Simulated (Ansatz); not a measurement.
A geometry of BeAu away from equilibrium: the start of the relaxation of a relaxed BeAu cell, doubled along one cell vector, shaken by Gaussian noise of σ = 0.08 Å a coordinate. Method: PBEsol (plane waves to 420 eV, PAW, scalar-relativistic; Ansatz, a program for electronic structure). Γ-centred k-mesh 10×14×7 on the run's cell (coarser than for final values), Fermi–Dirac smearing 0.05 eV.

```xyz
4
Lattice="-1.3429 2.0095 2.5460 1.3429 -2.0095 2.5460 2.6858 4.0189 -5.0921" Properties=species:S:1:pos:R:3 pbc="T T T"
Au    -0.1177     0.1345     0.0122
Au     1.2472     2.0434    -2.5459
Be    -0.0046    -0.1655     2.6483
Be     1.4029     2.0079     0.1648
```

Problem. What forces act on the atoms (eV/Å)?

Solution. 
```csv
atom,Fx,Fy,Fz
Au1,1.35,-1.31,-0.09
Au2,-0.44,-0.91,0.10
Be3,-0.75,1.72,0.02
Be4,-0.17,0.49,-0.03
```

Problem. What is the pressure?

Solution. +3.1 GPa, compression positive.

No spin polarisation in the result.

The end of the path is a generated cell of BeAu: the first start was made by placing the elements on the sites of a structure type, and the end was not matched to a known phase here, so it may be hypothetical.
